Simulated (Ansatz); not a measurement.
MgO:
```cif
data_Mg4O4
_chemical_formula_sum 'Mg4 O4'
_space_group_name_H-M_alt 'P42/mnm'
_space_group_IT_number 136
_space_group_name_Hall '-P 4n 2n'
_cell_length_a 5.56536
_cell_length_b 5.56536
_cell_length_c 3.29260
_cell_angle_alpha 90.000
_cell_angle_beta 90.000
_cell_angle_gamma 90.000
loop_
_atom_site_label
_atom_site_type_symbol
_atom_site_symmetry_multiplicity
_atom_site_Wyckoff_symbol
_atom_site_fract_x
_atom_site_fract_y
_atom_site_fract_z
_atom_site_occupancy
Mg1 Mg 4 g 0.17902 0.17902 0.50000 1
O1 O 4 f 0.31675 0.31675 0.00000 1
```

Relaxed with PBE.

**Question.** Which orbitals make up the states near the band edges in DFT-PBE in the program Ansatz with PAW potentials?

**Answer.** Top 1 eV of the valence band: O 2p 97 %. Bottom 1 eV of the conduction band: Mg 3s 63 %, O 2s 24 %, O 2p 10 %. Projections are on Löwdin-orthogonalised atomic valence shells; empty p or d shells of many metals are not among them.

**Question.** Tabulate the density of states.

**Answer.** States/eV per cell of 8 atoms, in 0.25 eV bins, energy from the valence-band maximum.

```tsv
E (eV)	total	O 2p	Mg 3s	O 2s
-3.21	0.00	0.00	0.00	0.00
-2.96	1.06	0.87	0.17	0.01
-2.71	5.38	4.52	0.70	0.04
-2.46	7.55	6.34	0.95	0.08
-2.21	8.36	6.98	1.12	0.10
-1.96	5.68	4.74	0.72	0.11
-1.71	4.53	4.01	0.33	0.06
-1.46	5.81	5.34	0.24	0.05
-1.21	5.86	5.54	0.11	0.03
-0.96	9.24	8.84	0.11	0.02
-0.71	12.96	12.53	0.11	0.02
-0.46	13.62	13.30	0.05	0.01
-0.21	15.21	14.92	0.04	0.01
0.04	0.74	0.73	0.00	0.00
0.29	0.00	0.00	0.00	0.00
0.54	0.00	0.00	0.00	0.00
0.79	0.00	0.00	0.00	0.00
1.04	0.00	0.00	0.00	0.00
1.29	0.00	0.00	0.00	0.00
1.54	0.00	0.00	0.00	0.00
1.79	0.00	0.00	0.00	0.00
2.04	0.00	0.00	0.00	0.00
2.29	0.00	0.00	0.00	0.00
2.54	0.00	0.00	0.00	0.00
2.79	0.00	0.00	0.00	0.00
3.04	0.00	0.00	0.00	0.00
3.29	0.00	0.00	0.00	0.00
3.54	0.04	0.00	0.02	0.01
3.79	0.11	0.01	0.07	0.03
4.04	0.17	0.02	0.11	0.04
4.29	0.23	0.03	0.14	0.05
4.54	0.29	0.04	0.18	0.06
4.79	0.37	0.06	0.22	0.07
5.04	0.45	0.07	0.27	0.08
5.29	0.54	0.09	0.33	0.09
5.54	0.65	0.11	0.39	0.10
5.79	0.77	0.14	0.46	0.11
6.04	0.92	0.16	0.55	0.11
6.29	1.13	0.19	0.66	0.12
6.54	1.37	0.23	0.78	0.12
6.79	1.57	0.24	0.85	0.12
7.04	2.20	0.27	1.02	0.12
7.29	2.64	0.28	1.11	0.12
7.54	2.18	0.21	0.85	0.08
7.79	3.12	0.24	0.91	0.08
8.04	4.53	0.29	0.89	0.07
```

Space group P4_2/mnm. The start of the workflow was typed in or built on a structure type; neither database checked (COD, Materials Project) lists it. It is not the phase usual at ambient conditions (space group No. 225). The PBE relaxation kept the symmetry of its start; whether a distortion lowers the energy is not shown.

Potentials: the later of the program's two PAW sets.
